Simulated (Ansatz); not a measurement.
## What moves the field gradients of TiO₂?

Cell of run 1: an entry of the Crystallography Open Database (COD), atoms as given.

Space group Pbca (No. 61); a = 5.1450, b = 9.1850, c = 5.4470 Å.

| site | Wyckoff | site symmetry | x | y | z |
| --- | --- | --- | --- | --- | --- |
| Ti | 8c | 1 | 0.1270 | 0.1270 | 0.8870 |
| O9 | 8c | 1 | 0.4650 | 0.2300 | 0.8950 |
| O17 | 8c | 1 | 0.8200 | 0.0100 | 0.8450 |

One atom of each set is listed.

Relaxed positions (PBE, cell held):

Ti (0.1386, 0.1290, 0.9056)
O9 (0.4646, 0.2299, 0.8913)
O17 (0.8161, 0.0098, 0.8506)

All runs are DFT with Ansatz 0.2.0 (plane waves and PAW, scalar-relativistic unless spin–orbit coupling is named, Γ-centred meshes, Fermi–Dirac smearing where given) in this cell.

Run 1: PBE, gradients read without the response of the cores, atoms as given; 420 eV, 5×3×4 k-points, smearing 0.02 eV.
Run 2: PBE, gradients read without the response of the cores, atoms relaxed; 420 eV, 5×3×4 k-points, smearing 0.02 eV.
Run 3: r2SCAN, gradients read without the response of the cores, at the relaxed atoms; 500 eV, 5×3×4 k-points, smearing 0.02 eV.

(1) What does each run give, and what moves the gradients most?

## Answers

(1) 

```
run  Ti V_zz (η)   O9 V_zz (η)  O17 V_zz (η)
  1  1.41 (0.22)   2.48 (0.74)   2.19 (0.48)
  2  2.00 (0.85)  -2.48 (0.83)   2.07 (0.87)
  3  1.97 (0.85)  -2.65 (0.76)   2.22 (0.96)
```

V_zz in 10²¹ V/m². Against run 1, the gradient tensors on these sites move by at most 2.15 in run 2 (Ti), 2.12 in run 3 (Ti). Taken one at a time, the positions of the atoms (as given or relaxed) move the tensors on these sites by up to 2.15 (largest principal value of the change, on Ti), the functional (r2SCAN with its higher cutoff) by 0.26 (O17). On some sites the largest principal value moves to another axis from run to run, and the sign of V_zz can flip with it.

In run 1 the atoms aren't at the calculated equilibrium (largest force 0.82 eV/Å). The cell isn't the equilibrium one in run 1 (calculated pressure 5 GPa), and the entry's cell may itself be off.
